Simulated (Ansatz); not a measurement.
Values for one crystal, relaxed and computed with the program Ansatz at the PBE level (PAW); other levels are named.

* **Volume per atom**: 17.52 Å³
* **Electronic character**: metallic (no gap)
* **Bulk modulus (Birch–Murnaghan fit)**: 188 GPa
* **Density of states at the Fermi level**: 0.70 states/eV per atom (mean over ±0.08 eV)
* **Gap with spin–orbit coupling**: none (metallic)
* **Pressure derivative B′**: 4.3
* **Formation energy from the elements (no fitted shifts)**: 0.37 eV/atom

Question: Which compound is it?
A) AgW, rock salt
B) AlRu, CsCl type
C) NbRu, rock salt
D) ZrMo, rock salt

Answer: C, NbRu, rock salt

Space group Fm-3m (rock salt). The start of the workflow was typed in or built on a structure type; neither database checked (COD, Materials Project) lists it. COD files the formula under space group No. 123, 221. Its standing as an ambient phase is unchecked. Symmetry was held in the PBE relaxation; its stability against distortions is not shown here. No spin polarisation was allowed. Its formation energy is positive at this level, so the cell may be metastable or incomplete. The references are the lowest solids computed at this level, not always the standard phases. Scalar-relativistic: spin–orbit coupling is off unless named, which matters more the heavier the elements.

Potentials: the later of the program's two PAW sets.
